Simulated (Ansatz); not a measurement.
**Molecular dynamics of WP2**

The computed numbers are results of PBEsol, scalar-relativistic (no spin polarisation) in the plane-wave PAW code Ansatz at 420 eV, 3×5×2 k-mesh, Gaussian smearing of 0.05 eV. The datasets are Ansatz's generated set soft_2.

The chain of runs began from a cell as deposited in COD, expanded in volume.

A 2×1×1 supercell of the crystal, at a volume where it isn’t at zero pressure (12 atoms) starts from its ideal positions with Maxwell–Boltzmann velocities for 1600 K; NVE (no thermostat), time step 2.0 fs.

```yaml
crystal:
  lattice:
    - [8.4576647133, -3.1475966984, 0.0029660317]
    - [4.2288323566, 1.5737983492, 0.0014830159]
    - [-3.6408338081, 0.0, 6.4995970625]
  atoms:
    - { symbol: P, position: [0.0692937518, 0.1385875037, 0.0247780271] }
    - { symbol: P, position: [0.4307062482, 0.8614124963, 0.9752219729] }
    - { symbol: P, position: [0.3006760241, 0.6013520483, 0.3996045434] }
    - { symbol: P, position: [0.1993239759, 0.3986479517, 0.6003954566] }
    - { symbol: W, position: [0.4211572649, 0.8423145298, 0.2936833724] }
    - { symbol: W, position: [0.0788427351, 0.1576854702, 0.7063166276] }
    - { symbol: P, position: [0.5692937518, 0.1385875037, 0.0247780271] }
    - { symbol: P, position: [0.9307062482, 0.8614124963, 0.9752219729] }
    - { symbol: P, position: [0.8006760241, 0.6013520483, 0.3996045434] }
    - { symbol: P, position: [0.6993239759, 0.3986479517, 0.6003954566] }
    - { symbol: W, position: [0.9211572649, 0.8423145298, 0.2936833724] }
    - { symbol: W, position: [0.5788427351, 0.1576854702, 0.7063166276] }
basis:
  ecutwfc: 420
  ecutrho_ratio: 4
kpoints:
  mp_grid: { grid: [3, 5, 2] }
hamiltonian:
  xc: pbesol
scf:
  occupations: { method: gaussian, width: 0.05 }
output:
  forces: true
  stress: true
  eigenvalues: true
md:
  timestep: 2.0
  n_steps: 30
  ensemble: nve
  temperature: 1600
  initial_velocities: maxwell_boltzmann
  seed: 959098
```

Launched as:
```sh
ansatz run input.yaml --threads 8 --pin off --max-ram 12288MiB --backend cpu --events-out ev --progress --plain --runs-dir out
```

How do temperature, potential energy and pressure develop over the first steps?

Kinetic energy flows into the lattice: the temperature goes from 1600 K to a minimum of 389 K at 28 fs and stands at 571 K after 60 fs, with the potential energy 122 meV/atom over the start. All atoms start at the bottom of their wells, so equipartition hands about half of the kinetic energy to the potential: the mean over the second half of the steps is 558 K against 800 K for an even split. The run is far too short for thermal averages. The temperature counts 3N − 3 degrees of freedom, and the pressure holds the kinetic part.

```csv
t (fs),T (K),E_pot − E_pot(0) (meV/atom),P (GPa),rms shift (Å),drift of the conserved energy (meV/atom)
0.0,1600,0.0,1.60,0.000,0.00
6.0,1436,19.5,1.80,0.058,0.12
12.0,1054,65.1,2.57,0.108,0.30
18.0,660,111.8,3.36,0.147,0.45
24.0,427,139.5,3.69,0.172,0.49
30.0,401,142.5,3.47,0.183,0.42
36.0,504,130.1,2.98,0.185,0.30
42.0,608,117.7,2.64,0.180,0.23
48.0,630,115.2,2.71,0.172,0.24
54.0,586,120.5,3.14,0.164,0.32
60.0,571,122.3,3.60,0.153,0.39
```

At t = 48.0 fs the atoms stand as follows. Give the forces (eV/Å).
```xyz
12
Lattice="8.458 -3.148 0.003 4.229 1.574 0.001 -3.641 0.000 6.500" Properties=species:S:1:pos:R:3 pbc="T T T"
P     1.083   -0.030    0.224
P     3.918   -0.006    6.335
P     3.673    0.015    2.569
P     1.147   -0.129    4.249
W     6.100   -0.073    2.017
W    -1.391    0.075    4.545
P     5.483   -1.538    0.162
P     8.008   -1.521    6.290
P     7.906   -1.704    2.628
P     5.303   -1.645    3.716
W    10.345   -1.608    1.898
W     2.980   -1.497    4.521
```

```tsv
atom	Fx	Fy	Fz
P1	0.47	0.02	-0.20
P2	-1.40	0.14	-0.19
P3	-0.70	0.16	0.07
P4	-0.83	1.48	-1.63
W5	-0.23	1.20	-2.33
W6	2.26	-1.86	1.71
P7	-0.24	-0.23	0.31
P8	-0.89	-0.29	0.09
P9	0.18	0.76	0.06
P10	0.74	0.26	0.79
W11	-0.76	0.06	-0.85
W12	1.40	-1.70	2.17
```

It took roughly 17 core-minutes on a shared host.

Scalar-relativistic only: spin–orbit splittings of the heavy atoms' levels are missing. The k-mesh is coarse, so small energy differences aren't converged.
